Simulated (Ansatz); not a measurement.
Be (diamond, space group No. 227) at seven volumes, PBE in the plane-wave PAW code Ansatz, scaled uniformly. One row is withheld.

| V (Å³/atom) | P (GPa) |
|---|---|
| 13.371 | 4.86 |
| 13.812 | 3.03 |
| 14.252 | ? |
| 14.693 | 0.00 |
| 15.134 | -1.24 |
| 15.575 | -2.33 |
| 16.015 | -3.28 |

Question: Fit the shown pressures and predict the withheld one.

Answer: P = (3/2)B₀(x^(7/2) − x^(5/2))[1 + (3/4)(B′ − 4)(x − 1)] with x = (V₀/V)^(2/3). Least squares on the six rows gives V₀ = 14.694 Å³/atom, B₀ = 44.1 GPa, B′ = 3.35. At V = 14.252, x = 1.0206 and P = 1.42 GPa. The run itself gave 1.41 GPa.

Space group Fd-3m (diamond). A made-up cell: these elements were put on the sites of a structure type; neither database checked (COD, Materials Project) lists it. It is not the phase usual at ambient conditions (space group No. 194). The cell was relaxed with PBE under the symmetry of its start. At this level the phase is mechanically unstable.

Potentials: the later of the program's two PAW sets.
